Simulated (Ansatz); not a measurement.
B2W:
```cif
data_B4W2
_chemical_formula_sum 'W2 B4'
_space_group_name_H-M_alt 'P 1'
_space_group_IT_number 1
_cell_length_a 2.92479
_cell_length_b 2.92479
_cell_length_c 7.72267
_cell_angle_alpha 90.000
_cell_angle_beta 90.000
_cell_angle_gamma 120.000
loop_
_space_group_symop_operation_xyz
  'x, y, z'
loop_
_atom_site_label
_atom_site_type_symbol
_atom_site_fract_x
_atom_site_fract_y
_atom_site_fract_z
_atom_site_occupancy
W1 W 0.66667 0.33333 0.75000 1
W2 W 0.33333 0.66667 0.25000 1
B1 B 0.66667 0.33333 0.45956 1
B2 B 0.33333 0.66667 0.54044 1
B3 B 0.33333 0.66667 0.95956 1
B4 B 0.66667 0.33333 0.04044 1
```

Relaxed with r²SCAN.

Q: Tabulate the valence density and the electron localisation function along the shortest W–W contact (2.92 Å), r²SCAN in the plane-wave PAW code Ansatz.

A: 

```csv
distance from W (Å),density (e/Å³),ELF
0.29,5.79,0.39
0.44,5.39,0.65
0.58,3.95,0.71
0.73,2.27,0.62
0.88,1.11,0.41
1.02,0.60,0.24
1.17,0.41,0.23
1.32,0.35,0.33
1.46,0.33,0.39
1.61,0.35,0.33
1.75,0.41,0.23
1.90,0.60,0.24
2.05,1.11,0.41
2.19,2.27,0.62
2.34,3.95,0.71
2.49,5.39,0.65
2.63,5.79,0.39
```

The density is the valence pseudo-density with augmentation charge, so density and ELF within about 1 Å of a nucleus are not all-electron values.

Space group P6_3/mmc. The start of the workflow was typed in or built on a structure type; the Crystallography Open Database files this formula in space group No. 194, but the cells were not matched. Whether it is the stable phase at ambient conditions was not checked. Symmetry was held in the r²SCAN relaxation; its stability against distortions is not shown here. No spin polarisation was allowed. Scalar-relativistic: spin–orbit coupling is off unless named, which matters more the heavier the elements.

Potentials: the earlier of the program's two PAW sets.
